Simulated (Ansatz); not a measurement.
EuSe₂, relaxed from a CdCl2-type start to space group Fm-3m (read at 0.02 Å)

Method: PBEsol, scalar-relativistic; collinear spin; PAW, 420 eV, 8×8×8 k-mesh, Gaussian smearing of 0.05 eV; code Ansatz; PAW files: Ansatz's generated set soft_2.

```cif
data_structure
_symmetry_space_group_name_H-M 'P 1'
_symmetry_Int_Tables_number 1
_cell_length_a 4.8468
_cell_length_b 4.8468
_cell_length_c 4.8468
_cell_angle_alpha 60.005
_cell_angle_beta 60.005
_cell_angle_gamma 60.005
_cell_volume 80.52
loop_
_atom_site_label
_atom_site_type_symbol
_atom_site_fract_x
_atom_site_fract_y
_atom_site_fract_z
_atom_site_occupancy
Eu1 Eu 0.00000 0.00000 0.00000 1
Se1 Se 0.24998 0.24998 0.24998 1
Se2 Se 0.75002 0.75002 0.75002 1
```

The structure was built from a prototype; whether the compound forms in it isn't claimed.

Magnetic state: ferromagnetic, site spin moments Eu 6.42; Se -0.10 μB.

Problem. Which orbitals carry the states at the Fermi level, and how many states are there?

Solution. Within 0.1 eV of it: Se 4p 54 %, Eu 4f 37 % (shares among the projected shells). The Fermi level sits on a steep edge: the density of states is 10.2, 5.3 and 3.6 states/eV per cell at −0.1, 0 and +0.1 eV.

Density of states (tetrahedra, averaged over 0.3 eV; states/eV per cell of 3 atoms; energy in eV from the Fermi level):

```csv
E (eV),DOS
-4.30,0.1
-4.00,0.6
-3.70,1.1
-3.40,1.4
-3.10,4.7
-2.80,4.8
-2.50,3.2
-2.20,3.1
-1.90,1.2
-1.60,2.2
-1.30,2.8
-1.00,3.1
-0.70,4.5
-0.40,16.8
-0.10,7.7
0.20,2.8
0.50,1.9
0.80,0.6
1.10,0.4
1.40,0.2
1.70,0.0
2.00,0.0
2.30,0.0
2.60,0.1
2.90,0.3
3.20,1.3
3.50,3.5
3.80,4.6
4.10,20.3
```

Without a U the 4f levels of Eu lie too near the Fermi level, so their share of the states there, and what hangs on it, is overstated. Spin–orbit coupling, which matters for such heavy elements, is left out. The run wasn't fully tested for a lower electronic state. Site moments are of spin, integrated over atomic spheres. Only parallel moments were tried, so the real magnetic order may be another.
